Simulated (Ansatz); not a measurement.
The relaxed structure here is a generated cell of Cu2O: the first start was made by placing the elements on the sites of a structure type, and the end was not matched to a known phase here, so it may be hypothetical. Known forms of Cu2O include space group No. 224.

One stationary structure of Cu2O. Space group Fd-3m (No. 227), AFLOW prototype AB2_cF48_227_c_e (as in Ti2C). Computed with PBEsol (plane waves to 420 eV, PAW, scalar-relativistic; Ansatz, an electronic-structure program).

Space group Fd-3m, origin choice 1 (No. 227); a = 7.8619 Å, b = 7.8619 Å, c = 7.8619 Å, α = 90.00°, β = 90.00°, γ = 90.00°

```json
[
 {"atom": "O", "site": "16d", "symmetry": ".-3m", "x": "0.6250", "y": "0.6250", "z": "0.6250"},
 {"atom": "Cu", "site": "32e", "symmetry": ".3m", "x": "0.3623", "y": "0.3623", "z": "0.3623"}
]
```
(The calculation used a cell of 12 atoms; values per cell refer to that cell.)

| Property | Result |
|---|---|
| Volume per atom | 10.12 Å³ |
| Density | 7.82 g/cm³ |
| Band gap | zero (metallic) |
| Shortest distances | Cu–O 2.07 Å; Cu–Cu 2.50 Å; O–O 2.78 Å |
| k-mesh | 8×8×8 |

Band energies at high-symmetry points (eV from the Fermi level; labels of this space group; no spin-orbit coupling), from −5 eV up to 5.0 eV:

| point | energies |
|---|---|
| Γ | -4.64 -4.64 -4.64 -4.06 -4.06 -4.06 -3.72 -3.54 -3.54 -3.48 -3.48 -3.48 -3.02 -2.53 -2.53 -2.53 -2.04 -2.04 -1.98 -1.98 -1.95 -1.95 -1.95 -1.80 -1.80 -1.80 -1.59 -1.59 -1.59 -1.54 -1.54 -1.54 -1.43 -1.43 -1.43 -1.30 -1.30 -1.30 -1.11 -1.11 -0.38 -0.38 -0.38 -0.15 -0.15 -0.15 1.47 1.81 1.81 1.81 |
| X | -4.22 -4.22 -4.06 -4.06 -3.50 -3.50 -3.33 -3.33 -3.00 -3.00 -2.68 -2.68 -2.67 -2.67 -2.67 -2.67 -2.44 -2.44 -2.11 -2.11 -1.99 -1.99 -1.95 -1.95 -1.65 -1.65 -1.48 -1.48 -1.41 -1.41 -1.36 -1.36 -1.23 -1.23 -1.16 -1.16 -0.58 -0.58 -0.23 -0.23 -0.05 -0.05 0.32 0.32 2.69 2.69 3.77 3.77 |
| U | -4.43 -4.02 -3.92 -3.84 -3.55 -3.44 -3.30 -3.19 -2.97 -2.89 -2.86 -2.79 -2.75 -2.60 -2.58 -2.54 -2.47 -2.44 -2.31 -2.17 -2.05 -1.95 -1.87 -1.74 -1.65 -1.64 -1.63 -1.56 -1.42 -1.41 -1.39 -1.37 -1.35 -1.14 -1.08 -0.97 -0.79 -0.68 -0.47 -0.32 -0.21 -0.05 0.03 0.41 2.04 3.23 3.99 |
| K | -4.43 -4.02 -3.92 -3.84 -3.55 -3.44 -3.30 -3.19 -2.97 -2.89 -2.86 -2.79 -2.75 -2.60 -2.58 -2.54 -2.47 -2.44 -2.31 -2.17 -2.05 -1.95 -1.87 -1.74 -1.65 -1.64 -1.63 -1.56 -1.42 -1.41 -1.39 -1.37 -1.35 -1.14 -1.08 -0.97 -0.79 -0.68 -0.47 -0.32 -0.21 -0.05 0.03 0.41 2.04 3.23 3.99 |
| L | -4.61 -3.93 -3.93 -3.70 -3.63 -3.54 -3.31 -3.31 -3.12 -3.04 -3.04 -2.83 -2.52 -2.52 -2.48 -2.48 -2.40 -2.40 -2.37 -2.37 -2.06 -1.83 -1.83 -1.80 -1.73 -1.73 -1.60 -1.55 -1.55 -1.48 -1.48 -1.47 -1.45 -1.45 -1.42 -1.36 -1.00 -1.00 -1.00 -0.74 -0.74 -0.59 0.05 0.05 0.15 2.84 3.84 3.84 |
| W | -4.34 -4.34 -3.77 -3.77 -3.55 -3.55 -3.22 -3.22 -2.86 -2.86 -2.83 -2.83 -2.73 -2.73 -2.55 -2.55 -2.51 -2.51 -2.22 -2.22 -2.04 -2.04 -1.77 -1.77 -1.67 -1.67 -1.59 -1.59 -1.44 -1.44 -1.34 -1.34 -1.30 -1.30 -0.91 -0.91 -0.86 -0.86 -0.31 -0.31 -0.20 -0.20 0.30 0.30 2.37 2.37 |

No spin polarisation in the result. The d or f electrons are treated with no Hubbard U.

The run could not lose the symmetry of its start, so the end can be a saddle point.
